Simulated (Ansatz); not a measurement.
Polymorphs of ZrTa, each relaxed with PBEsol (plane waves, PAW; program Ansatz):

A: Pmma
a = 4.6482 Å, b = 3.4991 Å, c = 4.8932 Å, α = β = γ = 90.00°

```
atom  site  symmetry       x       y       z
----  ----  --------  ------  ------  ------
Ta      2e       mm2  0.7500  0.0000  0.1939
Zr      2f       mm2  0.2500  0.5000  0.2764
```

B: Cmcm
a = 2.910 Å, b = 11.297 Å, c = 4.861 Å, α = 90.00°, β = 90.00°, γ = 90.00°

| atom | site | symmetry | x | y | z |
|---|---|---|---|---|---|
| Zr | 4c | m2m | 0.0000 | 0.3211 | 0.2500 |
| Ta | 4c | m2m | 0.0000 | 0.0644 | 0.2500 |

C: CsCl type (Pm-3m)
a = 3.3965 Å, b = 3.3965 Å, c = 3.3965 Å, α = 90.00°, β = 90.00°, γ = 90.00°

```
atom  site  symmetry       x       y       z
----  ----  --------  ------  ------  ------
Ta      1a      m-3m  0.0000  0.0000  0.0000
Zr      1b      m-3m  0.5000  0.5000  0.5000
```

Problem. Rank these by energy per atom at 0 K (lowest first), as PBEsol gives it.

Solution. A (+0 meV/atom), B (+40 meV/atom), C (+45 meV/atom)

Typed or built starts, not in the databases checked: A; B; C. Unstable at this level: B. All cells were relaxed under the symmetry of their starts (and spin orders); stability against distortions was not tested throughout. Rows with no word on spin ran without spin polarisation. Spin–orbit coupling is left out wherever it is not named.

Energies hold the estimated change up to a 700 eV cutoff; steps of a few meV lie near the error of the meshes.

Potentials: the later of the program's two PAW sets.
